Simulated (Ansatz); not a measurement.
A generator proposed this cell of AlGa5N6.

```cif
data_structure
_symmetry_space_group_name_H-M 'P 1'
_symmetry_Int_Tables_number 1
_cell_length_a 3.4224
_cell_length_b 3.4224
_cell_length_c 16.7664
_cell_angle_alpha 90.000
_cell_angle_beta 90.000
_cell_angle_gamma 120.000
_cell_volume 170.08
loop_
_atom_site_label
_atom_site_type_symbol
_atom_site_fract_x
_atom_site_fract_y
_atom_site_fract_z
_atom_site_occupancy
Al1 Al 0.00000 0.00000 0.50000 1
Ga1 Ga 0.66667 0.33333 0.66667 1
Ga2 Ga 0.33333 0.66667 0.83333 1
Ga3 Ga 0.00000 0.00000 0.00000 1
Ga4 Ga 0.66667 0.33333 0.16667 1
Ga5 Ga 0.33333 0.66667 0.33333 1
N1 N 0.00000 0.00000 0.75000 1
N2 N 0.66667 0.33333 0.91667 1
N3 N 0.33333 0.66667 0.08333 1
N4 N 0.00000 0.00000 0.25000 1
N5 N 0.66667 0.33333 0.41667 1
N6 N 0.33333 0.66667 0.58333 1
```

The calculation used DFT PBE, scalar-relativistic, plane waves, PAW in Ansatz. Settings: cutoff 420 eV, Γ-centred mesh 6×6×1 on the computed 12-atom cell, Gaussian smearing of 0.10 eV; no spin polarisation.

Formation energies are uncorrected and refer to the elements' standard structures at the same level (N₂ as a molecule).

Question: How far from equilibrium is it?

Answer: The pressure is -33.0 GPa (the mean over three directions, positive in compression), the largest force is 0.63 eV/Å, and the energy is +0.56 eV/atom against the elements. The shortest distance is 2.42 Å.

Question: How much does it gain on relaxing, and where does it end?

Answer: Relaxing gains about 0.72 eV/atom in 16 ionic steps and ends at −0.158 eV/atom on the finer mesh. The symmetry stays P-3m1 (No. 164). The volume per atom shrinks by 32.9 %, from 14.2 to 9.5 Å³. The shortest distance goes from 2.42 Å (Al–N and Ga–N) to 2.07 Å (Al–N). Conventional cell: a = 2.995 Å, c = 14.681 Å. Around Al lie 6 N at 2.07 Å; around Ga on a site of symmetry 3m lie 6 N at 2.12–2.14 Å; N on its first site is surrounded by 6 Ga at 2.12–2.13 Å; 4 more sites not described.

The last run used a 12×12×2 mesh (in the run's order of axes) for its 12-atom cell and Gaussian smearing of 0.02 eV. The relaxation can't lower the symmetry of the start. A structure relaxed within its symmetry needn't be a true minimum.
